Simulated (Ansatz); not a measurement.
Si:
```cif
data_Si3
_chemical_formula_sum 'Si3'
_space_group_name_H-M_alt 'P6422'
_space_group_IT_number 181
_space_group_name_Hall 'P 64 2 (0 0 2)'
_cell_length_a 3.90515
_cell_length_b 3.90515
_cell_length_c 4.11744
_cell_angle_alpha 90.000
_cell_angle_beta 90.000
_cell_angle_gamma 120.000
loop_
_atom_site_label
_atom_site_type_symbol
_atom_site_symmetry_multiplicity
_atom_site_Wyckoff_symbol
_atom_site_fract_x
_atom_site_fract_y
_atom_site_fract_z
_atom_site_occupancy
Si1 Si 3 c 0.50000 0.00000 0.00000 1
```

Relaxed at zero pressure with the program Ansatz at the PBE level (PAW).

The volume is raised by 9 % and shape and atoms relax at that volume. What pressure results, and how do the axes share the change?

-6.8 GPa; a 2.8 %, b 2.8 %, c 3.2 %; the energy rises by 38 meV/atom.

Give the new structure.


Space group P6₄22 (No. 181); a = b = 4.014 Å, c = 4.248 Å, α = β = 90.00°, γ = 120.00°

| atom | site | symmetry | x | y | z |
|---|---|---|---|---|---|
| Si | 3c | 222 | 0.5000 | 0.0000 | 0.0000 |

The phase is kept; no other phase was compared at this pressure.

Space group P6_422. The start of the workflow was typed in or built on a structure type; neither database checked (COD, Materials Project) lists it. It is not the phase usual at ambient conditions (space group No. 227). The cell was relaxed with PBE under the symmetry of its start; whether a distortion lowers the energy is not shown.

Potentials: the later of the program's two PAW sets.
